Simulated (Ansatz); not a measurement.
Crystals of one structure type (rock salt) and one family of elements, relaxed and computed with LDA (plane waves, PAW; program Ansatz).

```tsv
crystal	gap (eV)	ε∞
NaI	3.62	3.63
KI	3.87	3.12
RbCl	4.85	2.52
NaCl	5.07	2.67
KCl	5.11	?
NaF	6.46	1.93
LiF	9.70	2.12
```

Fit a straight line to ln ε∞ against ln E_g and predict the withheld value.

Least squares on the 6 shown rows: ln ε∞ = -0.55 × ln E_g + (1.872), with a scatter of 11 %. For KCl this gives 2.65. The run itself gave 2.51, within the scatter.

All cells were relaxed under the symmetry of their starts (and spin orders); stability against distortions was not tested throughout. Spin–orbit coupling is left out wherever it is not named.

Potentials: the later of the program's two PAW sets.
